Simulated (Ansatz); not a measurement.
Given:

V2O3:
```xyz
10
Lattice="2.3876 1.3785 4.7450 -2.3876 1.3785 4.7450 0.0000 -2.7570 4.7450" Properties=species:S:1:pos:R:3 pbc="T T T"
V      0.0000     0.0000     2.2819
V      0.0000     0.0000    11.9532
V      0.0000     0.0000     4.8357
V      0.0000     0.0000     9.3994
O      0.7776    -1.4103     8.3038
O     -0.7776     1.4103     5.9313
O      1.6101    -0.0318     5.9313
O     -1.6101     0.0318     8.3038
O     -0.8325    -1.3785     5.9313
O      0.8325     1.3785     8.3038
```
The run is spin-polarised; directions of the spins, atom by atom: ↑ ↑ ↑ ↑ 0 0 0 0 0 0.

This is the PBEsol-relaxed structure. Tensor components refer to the Cartesian frame of this cell.

Question: All from plane-wave PAW PBEsol (Ansatz code), unless another level is named. Give the Poisson's ratio.

Answer: 0.30.

Question: Predict the elastic constants (relaxed ions, GPa).

Answer: C11 = 342, C12 = 153, C13 = 207, C14 = -21.8, C33 = 421, C44 = 157.

Space group R-3c (corundum). The cell was relaxed with PBEsol under the symmetry of its start. Spin order of the final state: ferromagnetic, chosen from 5 collinear starts compared on coarse meshes (ties went to the first, and starts can fall back to one state), not a proven ground state. No Hubbard U is applied. The compound may be a true metal, but semilocal functionals without U, or a wrong spin order, can also close a gap. As this level gives no gap, shear constants depend on the k-mesh and smearing (Fermi–Dirac, 0.1 eV here).

Potentials: the earlier of the program's two PAW sets. The files were generated under PBE; for other functionals the program regenerates the frozen cores, and for LDA and PBEsol the local potential too.
